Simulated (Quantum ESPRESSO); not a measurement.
Space group P4/nmm, origin choice 1 (No. 129); a = 4.776 Å, b = 4.776 Å, c = 7.800 Å, α = 90.00°, β = 90.00°, γ = 90.00°

```json
[
 {"atom": "H", "site": "2a", "symmetry": "-4m2", "x": "0.0000", "y": "0.0000", "z": "0.0000"},
 {"atom": "I", "site": "2c", "symmetry": "4mm", "x": "0.5000", "y": "0.0000", "z": "0.3404"},
 {"atom": "Ba", "site": "2c", "symmetry": "4mm", "x": "0.0000", "y": "0.5000", "z": "0.1731"}
]
```

The geometry is that of Materials Project entry mp-23862, symmetrised and not relaxed again.

Task: What does norm-conserving PBEsol (Quantum ESPRESSO, 72 Ry, with spin-orbit coupling) give for the electronic structure near the Fermi level?

Result: The PBEsol gap is direct, 2.55 eV at Z.
